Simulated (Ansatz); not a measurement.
CsAgCl2:
```
CELL_PARAMETERS angstrom
      4.96838     0.00000     0.00000
      0.00000     4.96838     0.00000
      0.00000     0.00000     9.73304
ATOMIC_POSITIONS crystal
  Cs 0.50000 0.00000 0.70553
  Cs 0.00000 0.50000 0.29447
  Ag 0.00000 0.50000 0.89901
  Ag 0.50000 0.00000 0.10099
  Cl 0.00000 0.50000 0.64481
  Cl 0.50000 0.00000 0.35519
  Cl 0.50000 0.50000 0.00000
  Cl 0.00000 0.00000 0.00000
```

Relaxed with PBEsol.

Give the Bader charges and basin volumes of the independent atoms, the program Ansatz at the PBEsol level (PAW).



```json
[
 {"atom": "Cs1", "Bader charge (e)": "+0.84", "Bader volume (Å³)": "37.5"},
 {"atom": "Ag3", "Bader charge (e)": "+0.48", "Bader volume (Å³)": "20.2"},
 {"atom": "Cl5", "Bader charge (e)": "-0.72", "Bader volume (Å³)": "35.7"},
 {"atom": "Cl7", "Bader charge (e)": "-0.60", "Bader volume (Å³)": "24.8"}
]
```

Space group P4/nmm. The workflow started from a Materials Project entry (that database holds measured and hypothetical structures alike); the Crystallography Open Database copy checked does not list it. COD files the formula under space group No. 63. Its standing as an ambient phase is unchecked. Symmetry was held in the PBEsol relaxation; whether a distortion lowers the energy is not shown. The run is not spin-polarised. Spin–orbit coupling is left out wherever it is not named.

Potentials: the later of the program's two PAW sets.
